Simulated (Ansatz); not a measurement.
GaSb (rock salt, Fm-3m), PBEsol (plane waves, PAW; program Ansatz), all energies at zero smearing, with the estimated change up to a 700 eV cutoff added, with one set of potentials and settings (totals compare only within such a set). Cell of 2 atoms (1 Sb, 1 Ga): -10151.236 eV.

| element | reference phase | E (eV/atom) |
|---|---|---|
| Sb | R-3m, 2 atoms in the cell | -6408.0873 |
| Ga | Cmce, 4 atoms in the cell | -3743.2031 |

Formation energy per atom, worked out: (-10151.236 − 1×(-6408.0873) − 1×(-3743.2031))/2 = 0.027 eV/atom (3 kJ per mol of atoms), at 0 K, without zero-point energy or fitted corrections.

The start of the workflow was typed in or built on a structure type; neither database checked (COD, Materials Project) lists it. It is not the phase usual at ambient conditions (space group No. 216). The PBEsol relaxation kept the symmetry of its start; of distortions, only those at the zone centre were tested. The references are the lowest solids computed at this level, not always the standard phases. Scalar-relativistic: spin–orbit coupling is off unless named, which matters more the heavier the elements.

Potentials: the later of the program's two PAW sets.
